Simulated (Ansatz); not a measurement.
Pt (fcc (Cu type)), relaxed with PBEsol (Ansatz, an electronic-structure program, plane waves, PAW): a = b = c = 3.918 Å, α = β = γ = 90.00°.

```
Property              Value
--------------------  -----
B₀ by P(V) fit (GPa)    287
K_Hill (GPa)            288
G_Hill (GPa)           72.3
Θ_D (K)                 250
```

The same phase is relaxed and computed with r²SCAN in the same code. What are the cell and these values now?

a = b = c = 3.9402 Å, α = β = γ = 90.00°.

- B₀ by P(V) fit (GPa): 271
- K_Hill (GPa): 272
- G_Hill (GPa): 60.5
- Θ_D (K): 229

All cells were relaxed under the symmetry of their starts (and spin orders); stability against distortions was not tested throughout. Rows with no word on spin ran without spin polarisation. Spin–orbit coupling is left out wherever it is not named.

Potentials: the later of the program's two PAW sets.

Ansatz is a plane-wave DFT program.
